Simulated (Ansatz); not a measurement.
AlGa₃N₄:
```xyz
8
Lattice="4.4676 0.0000 0.0000 0.0000 4.4676 0.0000 0.0000 0.0000 4.4676" Properties=species:S:1:pos:R:3 pbc="T T T"
Al     0.0000     0.0000     0.0000
Ga     2.2338     2.2338     0.0000
Ga     0.0000     2.2338     2.2338
Ga     2.2338     0.0000     2.2338
N      3.3732     3.3732     1.0944
N      3.3732     1.0944     3.3732
N      1.0944     1.0944     1.0944
N      1.0944     3.3732     3.3732
```

Relaxed with PBEsol. Special points in fractions of this cell's reciprocal vectors: Γ (0.000, 0.000, 0.000); X (0.000, 0.500, 0.000); M (0.500, 0.500, 0.000); R (0.500, 0.500, 0.500).

Question: List the band energies nearest the valence-band maximum at these points for PBEsol in the plane-wave PAW code Ansatz.

Answer: In eV from the valence-band maximum; about four levels below and three above (degenerate sets whole), none deeper than 8.9 eV; points with the same levels are listed once.

```
k                             below                above
-  --------------------------------  -------------------
Γ  -2.48 -2.48 -2.48 0.00 0.00 0.00  2.29 3.33 3.33 3.33
X           -1.49 -1.49 -1.20 -1.20  4.83 4.93 6.14 6.14
M           -0.99 -0.94 -0.94 -0.63       6.65 6.82 6.82
R     -0.75 -0.75 -0.68 -0.68 -0.68       4.92 4.92 4.92
```

Space group P-43m. The workflow started from a Materials Project entry (that database holds measured and hypothetical structures alike); the Crystallography Open Database copy checked does not list it. With Al and Ga taken as one species the cell has the higher symmetry F-43m, so it may be an ordered model of a mixed-site phase. Whether it is the stable phase at ambient conditions was not checked. Symmetry was held in the PBEsol relaxation; of distortions, only those at the zone centre were tested. Scalar-relativistic: spin–orbit coupling is off unless named, which matters more the heavier the elements.

Potentials: the later of the program's two PAW sets.
